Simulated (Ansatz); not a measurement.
Relaxed-ion elastic tensor of KF (rock salt, space group No. 225) in GPa (Voigt order), the program Ansatz at the PBEsol level (PAW); density 2.58 g/cm³, 18.68 Å³ per atom.

|  | 1 | 2 | 3 | 4 | 5 | 6 |
|---|---|---|---|---|---|---|
| 1 | 69.8 | 14.8 | 14.8 | 0.0 | 0.0 | 0.0 |
| 2 | 14.8 | 69.8 | 14.8 | 0.0 | 0.0 | 0.0 |
| 3 | 14.8 | 14.8 | 69.8 | 0.0 | 0.0 | 0.0 |
| 4 | 0.0 | 0.0 | 0.0 | 13.6 | 0.0 | 0.0 |
| 5 | 0.0 | 0.0 | 0.0 | 0.0 | 13.6 | 0.0 |
| 6 | 0.0 | 0.0 | 0.0 | 0.0 | 0.0 | 13.6 |

**Question.** Is the crystal mechanically stable?

**Answer.** Yes: the smallest eigenvalue of C is 13.6 GPa.

**Question.** Work out the Voigt, Reuss and Hill averages.

**Answer.** K_V = 33.2, K_R = 33.2, K_H = 33.2; G_V = 19.1, G_R = 17.0, G_H = 18.1 GPa.

**Question.** Give Young's modulus, Poisson's ratio, Pugh's ratio and the universal anisotropy index.

**Answer.** E = 9KG/(3K + G) = 45.9 GPa; ν = 0.27; K/G = 1.83 (near the Pugh limit of 1.75, no verdict); A_U = 5G_V/G_R + K_V/K_R − 6 = 0.62.

**Question.** Estimate the sound speeds and the Debye temperature.

**Answer.** v_l = √((K + 4G/3)/ρ) = 4710 m/s, v_t = √(G/ρ) = 2650 m/s, mean 2940 m/s; Θ = (h/k)(3n/4πV)^(1/3) v_m = 330 K.

**Question.** Give the Zener ratio and Young's modulus along [100], [110] and [111].

**Answer.** A = 2C44/(C11 − C12) = 0.49; 1/E = S11 − 2(S11 − S12 − S44/2)Γ with Γ = 0, 1/4, 1/3 gives 64.5, 40.3, 35.9 GPa.

Space group Fm-3m (rock salt). Symmetry was held in the PBEsol relaxation.

Potentials: the later of the program's two PAW sets.
